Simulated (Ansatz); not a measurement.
The relaxation started from an entry of Materials Project.

One stationary structure of Cd₃(CuP₅)₂. Space group R3m (No. 160). Computed with r2SCAN (plane waves to 500 eV, PAW, scalar-relativistic; Ansatz, a program for electronic structure).

```cif
data_Cd9Cu6P30
_chemical_formula_sum 'Cd9 Cu6 P30'
_space_group_name_H-M_alt 'R3m :H'
_space_group_IT_number 160
_space_group_name_Hall 'R 3 -2"'
_cell_length_a 7.43253
_cell_length_b 7.43253
_cell_length_c 18.14971
_cell_angle_alpha 90.000
_cell_angle_beta 90.000
_cell_angle_gamma 120.000
loop_
_atom_site_label
_atom_site_type_symbol
_atom_site_symmetry_multiplicity
_atom_site_Wyckoff_symbol
_atom_site_fract_x
_atom_site_fract_y
_atom_site_fract_z
_atom_site_occupancy
Cd1 Cd 9 b 0.20687 0.41374 0.19788 1
Cu1 Cu 3 a 0.00000 0.00000 0.00199 1
Cu2 Cu 3 a 0.00000 0.00000 0.38586 1
P1 P 9 b 0.50021 0.00043 0.00760 1
P2 P 9 b 0.34862 0.17431 0.16393 1
P3 P 9 b 0.34226 0.17113 0.04339 1
P4 P 3 a 0.00000 0.00000 0.87371 1
```
(The calculation used a cell of 15 atoms; values per cell refer to that cell.)

- Volume per atom = 19.30 Å³
- Band gap = 1.15 eV, indirect (valence top at H2, conduction bottom at F) (no spin-orbit coupling)
- Smallest direct gap = 1.30 eV at F
- Shortest distances = P–P 2.19 Å; Cu–P 2.30 Å; Cd–P 2.56 Å; Cd–Cd 2.82 Å
- k-mesh = 5×5×5

Band energies at high-symmetry points (eV from the VBM; labels of this space group; no spin-orbit coupling), from −5 eV up to 4.0 eV:

```json
[
 {"point": "Γ", "energies": "-3.78 -3.72 -3.72 -3.43 -3.43 -3.20 -2.81 -2.81 -2.43 -2.43 -2.25 -1.78 -1.78 -1.60 -1.06 -1.06 -0.42 -0.31 -0.29 -0.29 -0.06 -0.06 1.33 1.36 1.36 1.55 1.55 2.58 3.17 3.17 3.24 3.36 3.84 3.84"},
 {"point": "T", "energies": "-4.99 -4.96 -4.52 -4.26 -4.26 -3.80 -3.70 -3.70 -3.48 -3.48 -2.93 -2.93 -2.68 -2.68 -2.58 -2.28 -2.28 -2.26 -1.75 -1.75 -1.02 -1.02 -0.76 -0.29 -0.29 -0.27 1.31 1.73 1.73 2.49 3.01 3.31 3.31 3.56 3.56 3.60 3.97 3.97"},
 {"point": "H2", "energies": "-4.98 -4.92 -4.58 -4.13 -4.04 -3.62 -3.50 -3.43 -3.20 -2.93 -2.82 -2.67 -2.55 -2.46 -2.34 -2.24 -2.05 -1.97 -1.72 -1.62 -1.40 -1.36 -1.19 -1.05 0.00 2.19 2.21 2.62 2.88 2.93 3.13 3.57 3.63 3.97"},
 {"point": "H0", "energies": "-4.98 -4.92 -4.58 -4.13 -4.04 -3.62 -3.50 -3.43 -3.20 -2.93 -2.82 -2.67 -2.55 -2.46 -2.34 -2.24 -2.05 -1.97 -1.72 -1.62 -1.40 -1.36 -1.19 -1.05 0.00 2.19 2.21 2.62 2.88 2.93 3.13 3.57 3.63 3.97"},
 {"point": "L", "energies": "-4.96 -4.19 -4.16 -3.86 -3.73 -3.71 -3.63 -3.30 -3.11 -2.64 -2.59 -2.48 -2.34 -2.26 -2.19 -1.90 -1.66 -1.60 -1.26 -1.18 -0.85 -0.65 -0.51 -0.42 1.36 1.76 1.80 2.46 3.16 3.40 3.48 3.55 3.61 3.75 3.97"},
 {"point": "S0", "energies": "-4.87 -4.42 -4.22 -4.11 -3.63 -3.53 -3.42 -3.19 -3.00 -2.72 -2.61 -2.56 -2.40 -2.34 -2.20 -2.07 -1.93 -1.80 -1.62 -1.45 -1.20 -1.07 -0.85 -0.13 1.49 2.43 2.71 2.90 2.92 3.13 3.40 3.91 3.98"},
 {"point": "S2", "energies": "-4.87 -4.42 -4.22 -4.11 -3.63 -3.53 -3.42 -3.19 -3.00 -2.72 -2.61 -2.56 -2.40 -2.34 -2.20 -2.07 -1.93 -1.80 -1.62 -1.45 -1.20 -1.07 -0.85 -0.13 1.49 2.43 2.71 2.90 2.92 3.13 3.40 3.91 3.98"},
 {"point": "F", "energies": "-4.69 -4.40 -4.21 -3.99 -3.70 -3.62 -3.56 -3.43 -3.04 -2.83 -2.62 -2.53 -2.48 -2.26 -2.25 -2.13 -1.95 -1.68 -1.56 -1.17 -1.05 -1.04 -0.86 -0.15 1.15 2.08 2.30 2.89 3.15 3.39 3.45 3.73 3.84"}
]
```

No spin polarisation in the result.

The run could not lose the symmetry of its start.
